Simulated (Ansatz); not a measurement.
Here is the system:

MgO:
```
MgO
1.0
    0.00000     2.12698     2.12698
    2.12698     0.00000     2.12698
    2.12698     2.12698     0.00000
Mg O
1 1
Direct
  0.50000   0.50000   0.50000
  0.00000   0.00000   0.00000
```

This is the PBE-relaxed structure.

**Question.** All from the program Ansatz at the PBE level (PAW), unless another level is named. Estimate the Debye temperature from the elastic constants.

**Answer.** 895 K.

**Question.** Predict the zero-point energy.

**Answer.** 70.0 meV/atom.

Space group Fm-3m (rock salt). The cell was relaxed with PBE under the symmetry of its start; phonons on a q-mesh show no instability.

Potentials: the later of the program's two PAW sets.
